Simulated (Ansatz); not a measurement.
Relaxed-ion elastic tensor of SiNi in space group P2_13 (No. 198; Si on 4a, Ni on 4a) in GPa (Voigt order), DFT-PBEsol in the program Ansatz with PAW potentials; density 6.46 g/cm³, 11.15 Å³ per atom.

```
 238   181   181   0.0   0.0   0.0
 181   238   181   0.0   0.0   0.0
 181   181   238   0.0   0.0   0.0
 0.0   0.0   0.0  68.7   0.0   0.0
 0.0   0.0   0.0   0.0  68.7   0.0
 0.0   0.0   0.0   0.0   0.0  68.7
```

**Question.** Is the crystal mechanically stable?

**Answer.** Yes: the smallest eigenvalue of C is 57.4 GPa.

**Question.** Work out the Voigt, Reuss and Hill averages.

**Answer.** K_V = 200, K_R = 200, K_H = 200; G_V = 52.7, G_R = 44.1, G_H = 48.4 GPa.

**Question.** Give Young's modulus, Poisson's ratio, Pugh's ratio and the universal anisotropy index.

**Answer.** E = 9KG/(3K + G) = 134 GPa; ν = 0.39; K/G = 4.13 (ductile by the Pugh limit of 1.75); A_U = 5G_V/G_R + K_V/K_R − 6 = 0.97.

**Question.** Estimate the sound speeds and the Debye temperature.

**Answer.** v_l = √((K + 4G/3)/ρ) = 6400 m/s, v_t = √(G/ρ) = 2740 m/s, mean 3090 m/s; Θ = (h/k)(3n/4πV)^(1/3) v_m = 412 K.

**Question.** Give the Zener ratio and Young's modulus along [100], [110] and [111].

**Answer.** A = 2C44/(C11 − C12) = 2.39; 1/E = S11 − 2(S11 − S12 − S44/2)Γ with Γ = 0, 1/4, 1/3 gives 82.2, 141, 185 GPa.

The workflow started from a Materials Project entry (that database holds measured and hypothetical structures alike); the Crystallography Open Database copy checked does not list it. It is not the phase usual at ambient conditions (space group No. 62). The PBEsol relaxation kept the symmetry of its start; of distortions, only those at the zone centre were tested. The run is not spin-polarised. As this level gives no gap, shear constants depend on the k-mesh and smearing (Fermi–Dirac, 0.1 eV here).

Potentials: the later of the program's two PAW sets.
